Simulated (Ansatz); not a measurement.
Input:

Nb₄GaSe₈:
```yaml
crystal:
  lattice:
    - [0.00000, 5.24403, 5.24403]
    - [5.24403, 0.00000, 5.24403]
    - [5.24403, 5.24403, 0.00000]
  atoms:
    - { symbol: Nb, position: [0.14727, 0.14727, 0.55819] }
    - { symbol: Nb, position: [0.14727, 0.55819, 0.14727] }
    - { symbol: Nb, position: [0.55819, 0.14727, 0.14727] }
    - { symbol: Nb, position: [0.14727, 0.14727, 0.14727] }
    - { symbol: Ga, position: [0.75000, 0.75000, 0.75000] }
    - { symbol: Se, position: [0.88401, 0.88401, 0.34797] }
    - { symbol: Se, position: [0.88401, 0.34797, 0.88401] }
    - { symbol: Se, position: [0.34797, 0.88401, 0.88401] }
    - { symbol: Se, position: [0.88401, 0.88401, 0.88401] }
    - { symbol: Se, position: [0.38431, 0.38431, 0.38431] }
    - { symbol: Se, position: [0.38431, 0.38431, 0.84708] }
    - { symbol: Se, position: [0.38431, 0.84708, 0.38431] }
    - { symbol: Se, position: [0.84708, 0.38431, 0.38431] }
```

This is the r²SCAN-relaxed structure.

### Question
All from the program Ansatz at the r²SCAN level (PAW), unless another level is named. Give the electronic character.

### Answer
metallic (no gap).

### Question
Give the formation energy from the elements (no fitted shifts).

### Answer
-0.97 eV/atom.

### Question
Give the density of states at the Fermi level.

### Answer
0.67 states/eV per atom (mean over ±0.08 eV).

Space group F-43m. The workflow started from a Materials Project entry (that database holds measured and hypothetical structures alike); the Crystallography Open Database files this formula in space group No. 216, but the cells were not matched. Its standing as an ambient phase is unchecked. The r²SCAN relaxation kept the symmetry of its start; whether a distortion lowers the energy is not shown. No spin polarisation was allowed. With an odd number of electrons in the cell and no spin polarisation, the count alone makes it a metal. The references are the lowest solids computed at this level, not always the standard phases. Scalar-relativistic: spin–orbit coupling is off unless named, which matters more the heavier the elements.

Potentials: the earlier of the program's two PAW sets.
